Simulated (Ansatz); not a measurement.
Relaxed-ion elastic tensor of LiCl (rock salt, Fm-3m) in GPa (Voigt order), the program Ansatz at the r²SCAN level (PAW); density 2.11 g/cm³, 16.70 Å³ per atom.

```tsv
	1	2	3	4	5	6
1	60.7	21.9	21.9	0.0	0.0	0.0
2	21.9	60.7	21.9	0.0	0.0	0.0
3	21.9	21.9	60.7	0.0	0.0	0.0
4	0.0	0.0	0.0	27.4	0.0	0.0
5	0.0	0.0	0.0	0.0	27.4	0.0
6	0.0	0.0	0.0	0.0	0.0	27.4
```

### Question
Is the crystal mechanically stable?

### Answer
Yes: the smallest eigenvalue of C is 27.4 GPa.

### Question
Work out the Voigt, Reuss and Hill averages.

### Answer
K_V = 34.8, K_R = 34.8, K_H = 34.8; G_V = 24.2, G_R = 23.6, G_H = 23.9 GPa.

### Question
Give Young's modulus, Poisson's ratio, Pugh's ratio and the universal anisotropy index.

### Answer
E = 9KG/(3K + G) = 58.3 GPa; ν = 0.22; K/G = 1.46 (brittle by the Pugh limit of 1.75); A_U = 5G_V/G_R + K_V/K_R − 6 = 0.14.

### Question
Estimate the sound speeds and the Debye temperature.

### Answer
v_l = √((K + 4G/3)/ρ) = 5630 m/s, v_t = √(G/ρ) = 3370 m/s, mean 3730 m/s; Θ = (h/k)(3n/4πV)^(1/3) v_m = 434 K.

### Question
Give the Zener ratio and Young's modulus along [100], [110] and [111].

### Answer
A = 2C44/(C11 − C12) = 1.41; 1/E = S11 − 2(S11 − S12 − S44/2)Γ with Γ = 0, 1/4, 1/3 gives 49.1, 60.3, 65.2 GPa.

The cell was relaxed with r²SCAN under the symmetry of its start; phonons on a q-mesh show no instability.

Potentials: the later of the program's two PAW sets.
